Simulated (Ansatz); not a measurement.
# An inverse problem

Cell vectors (Å):

```
 1.6925  0.9771  6.4273
-1.6925  0.9771  6.4273
 0.0000 -1.9543  6.4273
```

| atom | a | b | c |
| --- | --- | --- | --- |
| X | 0.0000 | 0.0000 | 0.0000 |
| Lu | 0.5000 | 0.5000 | 0.5000 |
| O | 0.2250 | 0.2250 | 0.2250 |
| O | 0.7750 | 0.7750 | 0.7750 |

Theory: PBEsol, all-electron LAPW in Ansatz 0.2.0, scalar-relativistic. k mesh 6×6×6, fixed occupations.

Harmonic phonons of a crystal by Kohn-Sham DFT at the given cell, standard atomic masses, acoustic sum rule imposed; negative wavenumbers are unstable modes.

```tsv
point	q a (r.l.u.)	q b (r.l.u.)	q c (r.l.u.)	branch	phonon wavenumber (cm⁻¹)
Gamma	0	0	0	4	69.8
Gamma	0	0	0	6	146.2
Gamma	0	0	0	7	230.9
Gamma	0	0	0	9	332
Gamma	0	0	0	10	369.3
Gamma	0	0	0	12	485.9
```

Question: All X atoms are one element. Which one was computed?

Answer: Rb; the crystal is RbLuO2 (R-3m).

Limits of these numbers: zone-boundary modes aren't tested; no LO-TO term at the zone centre.
